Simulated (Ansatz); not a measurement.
## Nb2Ga9FeBi2, a known structure type with other elements, at an estimated volume

```
CELL_PARAMETERS angstrom
-3.03484 3.04092 0.00000
3.03484 0.00000 14.10769
3.03484 3.04092 0.00000
ATOMIC_POSITIONS crystal
Bi 0.20200 0.40400 0.79800
Bi 0.79800 0.59600 0.20200
Ga 0.25000 0.50000 0.25000
Ga 0.50000 0.00000 0.50000
Fe 0.00000 0.00000 0.00000
Ga 0.08800 0.17600 0.41200
Ga 0.41200 0.82400 0.08800
Nb 0.41200 0.82400 0.58800
Nb 0.58800 0.17600 0.41200
Ga 0.32400 0.64800 0.67600
Ga 0.67600 0.35200 0.32400
Ga 0.91200 0.82400 0.58800
Ga 0.58800 0.17600 0.91200
Ga 0.75000 0.50000 0.75000
```

The numbers come from plane-wave PAW DFT (Ansatz): r2SCAN, no spin polarisation, 500 eV, 6×6×6 Γ-centred k points, fermi-dirac occupations (width 0.0207 eV). Nothing was relaxed.

Electronic structure: It is a metal, with about 10 states/eV a cell as the mean within 0.25 eV of the Fermi level, mostly Fe d (41 %), Nb d (22 %) and Ga p (21 %).
Stress: The pressure is 34.5 GPa (compression positive), so with the atoms held at these fractions the cell would first expand; the forces are large, so a full relaxation may end otherwise. The principal stresses 11.4, 45.9, 46.1 GPa differ, so its shape would change too.
Contacts: Ga–Nb at 2.15 Å: least valence density 0.80 e/Å³ and ELF 0.38 there. Bi–Ga at 2.54 Å: least valence density 0.45 e/Å³ and ELF 0.45 there. Ga–Ga at 3.00 Å: least valence density 0.17 e/Å³ and ELF 0.30 there. Both are smooth PAW fields, read partly inside the augmentation spheres.
Formation energy: 1.57 eV an atom against the elements' usual phases (free molecules for gases, crystals otherwise, with no correction for O₂ or N₂), so at this geometry it isn't bound against them. Relaxing would lower it.
Charges: Bader charges in e: Nb -0.12, Ga -0.27 to +0.10, Fe +0.47, Bi -0.12. In the mean Fe gives up most and Nb takes most, against the order of Pauling's electronegativities.

Origin: a known structure type with other elements, at an estimated volume, so it need not be a known compound. Caveats: no spin polarisation, so a magnetic state may lie lower; atoms or cell far from equilibrium.
